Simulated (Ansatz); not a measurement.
BeS (rock salt, Fm-3m) is relaxed with the program Ansatz at the r²SCAN level (PAW). What lattice parameters of the conventional cell result?

a = 4.634 Å.

Is it a metal or does it have a gap at this level?

A gap of 1.33 eV, indirect.

The start of the workflow was typed in or built on a structure type; neither database checked (COD, Materials Project) lists it. COD files the formula under space group No. 216, so this cell is another polymorph or a model. Its standing as an ambient phase is unchecked. The cell was relaxed with r²SCAN under the symmetry of its start; whether a distortion lowers the energy is not shown.

Potentials: the earlier of the program's two PAW sets.
